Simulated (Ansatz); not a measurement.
**CdS (F-43m): G0W0 against its settings**

CdS (F-43m) from a database structure, relaxed with r2SCAN; one-shot G0W0 in Ansatz without spin-orbit coupling. No spin polarisation and no zero-point or thermal motion.

```cif
data_structure
_symmetry_space_group_name_H-M 'P 1'
_symmetry_Int_Tables_number 1
_cell_length_a 4.1567
_cell_length_b 4.1567
_cell_length_c 4.1567
_cell_angle_alpha 60.000
_cell_angle_beta 60.000
_cell_angle_gamma 60.000
_cell_volume 50.78
loop_
_atom_site_label
_atom_site_type_symbol
_atom_site_fract_x
_atom_site_fract_y
_atom_site_fract_z
_atom_site_occupancy
Cd1 Cd 0.00000 0.00000 0.00000 1
S1 S 0.25000 0.25000 0.25000 1
```

Gaps are read over the mesh points alone. G0W0 here is at a finite number of bands, screening cutoff and k mesh, not at the basis limit.
```json
{"start": "PBE", "potentials": "PAW", "frequency model": "contour deformation", "mesh": "6×6×6", "empty bands": "151", "screening cutoff (eV)": "120", "Kohn-Sham gap (eV)": "1.09", "G0W0 gap (eV)": "1.84"}
{"start": "PBE", "potentials": "PAW", "frequency model": "contour deformation", "mesh": "6×6×6", "empty bands": "376", "screening cutoff (eV)": "220", "Kohn-Sham gap (eV)": "1.09", "G0W0 gap (eV)": "1.88"}
{"start": "HSE06", "potentials": "PAW", "frequency model": "contour deformation", "mesh": "6×6×6", "empty bands": "376", "screening cutoff (eV)": "220", "Kohn-Sham gap (eV)": "2.11", "G0W0 gap (eV)": "2.49"}
{"start": "r2SCAN", "potentials": "PAW", "frequency model": "contour deformation", "mesh": "6×6×6", "empty bands": "376", "screening cutoff (eV)": "220", "Kohn-Sham gap (eV)": "1.54", "G0W0 gap (eV)": "2.20"}
{"start": "PBE0", "potentials": "PAW", "frequency model": "contour deformation", "mesh": "6×6×6", "empty bands": "376", "screening cutoff (eV)": "220", "Kohn-Sham gap (eV)": "2.75", "G0W0 gap (eV)": "2.69"}
{"start": "PBE", "potentials": "PAW", "frequency model": "Godby-Needs pole", "mesh": "6×6×6", "empty bands": "376", "screening cutoff (eV)": "220", "Kohn-Sham gap (eV)": "1.09", "G0W0 gap (eV)": "1.94"}
{"start": "PBE", "potentials": "PAW", "frequency model": "contour deformation", "mesh": "8×8×8", "empty bands": "82", "screening cutoff (eV)": "80", "Kohn-Sham gap (eV)": "1.10", "G0W0 gap (eV)": "1.82"}
```

G0W0 moves the gap on the mesh from 1.09 eV (PBE) to 1.88 eV (direct at Γ). Renormalisation factors Z lie between 0.72 and 0.79.

Raising bands and cutoff together moves the gap by +0.04 eV (120 to 220 eV); the last step is still large, so the basis limit isn't reached. Starting from HSE06 (2.11 eV against PBE's 1.09 eV) gives 2.49 eV, +0.61 eV from G0W0@PBE at the same screening cutoff. Starting from r2SCAN (1.54 eV against PBE's 1.09 eV) gives 2.20 eV, +0.32 eV from G0W0@PBE at the same screening cutoff. Starting from PBE0 (2.75 eV against PBE's 1.09 eV) gives 2.69 eV, +0.81 eV from G0W0@PBE at the same screening cutoff. The Godby-Needs plasmon pole differs from contour deformation by +0.06 eV. r2SCAN runs take a wave cutoff of 500 eV.

The program warns that the k mesh is coarse for exact exchange in some of these runs, so their gaps aren't converged.

With a shallow d shell on the cation, G0W0 converges slowly in bands and cutoff, so these values are in doubt.
